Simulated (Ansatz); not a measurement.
An Ansatz (a program for electronic structure) run. Input:

Ansatz 0.2 input:
```yaml
crystal:
  lattice:
    - [4.1104555749, 0.0, 0.0]
    - [0.0, 4.1104555749, 0.0]
    - [0.0, 0.0, 4.1104555749]
  atoms:
    - { symbol: Nb, position: [0.0, 0.0, 0.0], spin: -0.67 }
    - { symbol: N, position: [0.0, 0.5, 0.0], spin: 1.55 }
    - { symbol: N, position: [0.5, 0.0, 0.0], spin: 1.55 }
    - { symbol: N, position: [0.0, 0.0, 0.5], spin: 1.55 }
kpoints:
  mp_grid: { grid: [17, 17, 17] }
hamiltonian:
  xc: r2scan
  pseudopotentials: { kind: paw }
magnetization: { spin_polarized: true }
scf:
  occupations: { method: fermi_dirac, width: 0.1 }
elastic: { mode: relaxed_ion, stencil: two_point, amplitude: 0.005, f_tol: 0.0005 }
```

Output (shortened):

```
Pseudopotential: Nb, paw, valence charge 13
Pseudopotential: N, paw, valence charge 5
Functional definition: r2SCAN
a single point of the input's cell can leave the moments in the input for a lower state (scf.lower_state_search) …
Crystal: 4 atoms, lattice volume = 69.450 Å³
Basis set: ecut = 500 eV, 1791 PW (Γ), exchange–correlation on 128×128×128 points (64 copies of the dense FFT grid, shifted against one another)
Bands: 21, of which v1, the nominal top of the filled ones, is band 14 counted from 1 (13 counted from 0)
Symmetry: 48 space group operations
Space group: Pm-3m (ITA 221), of the structure as read, at distance tolerance 4.1e-5 Å
k-points: 165 of 4913
Starting moments: Σ|m| = 5.32 μB on 4 of 4 sites
SCF 1 converged in 17 iterations: F = -5713.865762 eV  dr2 = 1.35e-8
a single point of the input's cell can leave the moments in the input for a lower state (scf.lower_state_search) …
Crystal: 4 atoms, lattice volume = 69.450 Å³
Stability of the state it starts from, as read at its close in the collinear treatment (another_mixer)
Starting moments: Σ|m| = 5.32 μB on 4 of 4 sites; this step starts from the density that it was given
SCF 2 converged in 14 iterations: F = -5713.865762 eV  dr2 = 4.01e-14
Crystal: 4 atoms, lattice volume = 69.450 Å³
SCF 3 converged in 2 iterations: F = -5713.865762 eV  dr2 = 1.72e-15
Crystal: 4 atoms, lattice volume = 69.102 Å³
Basis set: ecut = 500 eV, 1775 PW (Γ), exchange–correlation on 128×128×128 points (64 copies of the dense FFT grid, shifted against one another)
Symmetry: 16 space group operations
k-points: 405 of 4913
SCF 4 converged in 15 iterations: F = -5713.864359 eV  dr2 = 1.27e-14
Crystal: 4 atoms, lattice volume = 69.797 Å³
SCF 5 converged in 11 iterations: F = -5713.864638 eV  dr2 = 3.66e-14
Crystal: 4 atoms, lattice volume = 69.449 Å³
Basis set: ecut = 500 eV, 1783 PW (Γ), exchange–correlation on 128×128×128 points (64 copies of the dense FFT grid, shifted against one another)
Symmetry: 8 space group operations
k-points: 729 of 4913
SCF 6 converged in 12 iterations: F = -5713.865659 eV  dr2 = 4.60e-14
Crystal: 4 atoms, lattice volume = 69.449 Å³
SCF 7 converged in 9 iterations: F = -5713.865659 eV  dr2 = 6.73e-14
SCF converged after 2 iterations
Stability not checked (another_mixer)
Magnetization: 3.8851 μB (15.9426 up, 12.0574 down)
Absolute magnetization: 4.7004 μB (∫|ρ↑−ρ↓|, with the PAW one-centre terms)
Spin contamination: 0.1783 ħ² per cell (⟨S²⟩ above its minimum at these occupations)
Per-site moments (μB) at R_I (Å): [(-0.24917798871555272, 0.8477814623231249), (1.180961378987116, 0.8477814623231249), (1.1809613789871152, 0.8477814623231249), (1.1809613789871158, 0.8477814623231249)]
Free energy (F): -5713.865762 eV
Harris-Foulkes:  -5713.865762 eV  (|F-HF|=9.09e-13)
Internal energy: -5713.815019 eV  (E = F + TS)
E sigma→0 (E₀):  -5713.840391 eV
Entropy (-TS):   -0.050743 eV (-12.686 meV/atom)
Fermi energy:    3.397541 eV
--- Per-component energies (eV) ---
  E_band       = -309.680677
  E_kinetic    = 768.740026
  E_local      = -2261.774962  (includes V_loc(G=0)·N_el)
  E_nonlocal   = 254.831409
  E_hartree    = 772.123097
  E_xc         = -342.097475
  E_vxc        = -482.117384  (∫ρ·V_xc dr)
  E_paw        = -3474.147158  (= ΣΔE_a)
  E_vpaw       = -163.812890  (= ΣTr[D̂ρ^β])
  E_aug_tail   = 0.000055  (compensation charges beyond the density's cutoff)
  E_vtau       = 30.206875  (kinetic-family band-sum trace: ∫τ·v_τ [+ j·A + Jᵃ·Aᵃ] dr)
  E_ewald      = -1431.208885
  E_core_change = -0.281124  (= ΣΔE_core)
  E_smearing   = -0.050743  (= −TS)
  E_closure    = 0.000000  (closes the sum)
  Σ components = -5713.865762   (vs F -5713.865762, Δ=0.00e0)
--- Forces (eV/Å), atoms counted from 1 ---
  atom   1  Nb     0.00000000     0.00000000     0.00000000
  atom   2  N      0.00000000     0.00000000     0.00000000
  atom   3  N      0.00000000     0.00000000     0.00000000
  atom   4  N      0.00000000     0.00000000     0.00000000
  max |Σ_I F_I| component: 0.0 eV/Å
--- Stress (GPa, compression-positive) ---
        0.052729       0.000000       0.000000
        0.000000       0.052729       0.000000
        0.000000       0.000000       0.052729
  P = ⅓ Tr σ = 0.0527 GPa (0.527 kbar)
--- Band table (eV; the first three rows and the last of 330) ---
  k-point 0 ↑: bands = ["-52.2166", "-27.5882", "-27.5882", "-27.5882", "-11.7945", "-11.0152", "-11.0152", "0.9630", "0.9630", "0.9630", "2.2564", "2.2564", "2.2564", "3.0821", "3.0821", "3.0821", "6.0420", "6.0420", "6.0420", "9.7416", "9.7416"]
  k-point 1 ↑: bands = ["-52.2166", "-27.5912", "-27.5880", "-27.5880", "-11.7783", "-11.0144", "-10.9974", "0.9232", "0.9614", "0.9614", "2.2203", "2.2203", "2.2471", "2.9418", "3.0639", "3.0639", "6.0439", "6.1346", "6.1346", "9.7419", "9.9011"]
  k-point 2 ↑: bands = ["-52.2165", "-27.5997", "-27.5877", "-27.5877", "-11.7349", "-11.0121", "-10.9418", "0.7958", "0.9559", "0.9559", "2.1183", "2.1183", "2.2205", "2.5859", "3.0242", "3.0242", "6.0491", "6.3886", "6.3886", "9.7429", "10.3138"]
  k-point 164 ↓: bands = ["-52.5795", "-28.0699", "-28.0699", "-28.0699", "-7.2148", "-7.2039", "-7.2039", "-0.4826", "-0.4826", "0.3701", "0.9242", "0.9283", "0.9283", "7.1156", "7.1156", "7.1253", "10.0759", "10.0924", "10.0924", "12.0045", "16.2419"]
--- Elastic constants: 2 strain directions × 2 members + reference (group order 48) ---
  dense FFT box of the reference and of every strained cell: 32×32×32
  strains applied: 11, 23; error gains: componentwise 1.00 (the most a stress slope's error grows in a printed constant), spectral 1.73 (1 for all six strains …
  C = ∂σ_k/∂η_j (tension-positive GPa; Voigt order 11 22 33 23 13 12):
       233.401     62.137     62.137      0.000      0.000      0.000
        62.137    233.401     62.137      0.000      0.000      0.000
        62.137     62.137    233.401      0.000      0.000      0.000
         0.000      0.000      0.000     19.472      0.000      0.000
         0.000      0.000      0.000      0.000     19.472      0.000
         0.000      0.000      0.000      0.000      0.000     19.472
  reference stress σ⁰ (GPa):     -0.053     -0.053     -0.053      0.000      0.000      0.000
  moduli (Voigt/Reuss/Hill, GPa): K = 119.22/119.22/119.22   G = 45.94/28.18/37.06   E = 100.74   ν = 0.359
  mechanically stable: yes (min eigenvalue of sym C = 19.47 GPa)
  strain η (Voigt 11):  stress-route row diagonal C_11 = 233.40 GPa, energy-path curvature d²(F+E_count+ΔE)/dδ²/Ω₀ = 233.35 GPa
         δ    σ_11 (GPa)             F (eV)   n_scf  n_hpsi   n_pw
    -5.000e-3      -1.2568       -5713.8643588      15  491573   1780   relax 0 steps, max|allowed force component| 0.0 eV/Å
     5.000e-3       1.0772       -5713.8646385      11  360552   1796   relax 0 steps, max|allowed force component| 0.0 eV/Å
  strain η (Voigt 23):  stress-route row diagonal C_44 = 19.47 GPa, energy-path curvature d²(F+E_count+ΔE)/dδ²/Ω₀ = 19.50 GPa
         δ    σ_23 (GPa)             F (eV)   n_scf  n_hpsi   n_pw
    -5.000e-3      -0.0974       -5713.8656585      12  728219   1789   relax 0 steps, max|allowed force component| 0.0 eV/Å
     5.000e-3       0.0974       -5713.8656585       9  589533   1789   relax 0 steps, max|allowed force component| 0.0 eV/Å
```

Cost: around 6 core-minutes (rough) on shared cores.

The start of the workflow was typed in or built on a structure type; neither database checked (COD, Materials Project) lists it. Whether it is the stable phase at ambient conditions was not checked. The r²SCAN relaxation kept the symmetry of its start, as lowered by the spin order; its stability against distortions is not shown here. The final state is ferrimagnetic, chosen from 5 collinear starts compared on coarse meshes (ties went to the first, and starts can fall back to one state), not a proven ground state. Its formation energy is positive at this level, so the cell may be metastable or incomplete. Other orbital occupations within this spin state were not tried. No Hubbard U is applied. As this level gives no gap, shear constants depend on the k-mesh and smearing (Fermi–Dirac, 0.1 eV here). Point labels and valley counts follow the cell and symmetry of the run, lower than the named group. Scalar-relativistic: spin–orbit coupling is off unless named, which matters more the heavier the elements.

Potentials: the later of the program's two PAW sets.

Ansatz is a plane-wave DFT program.
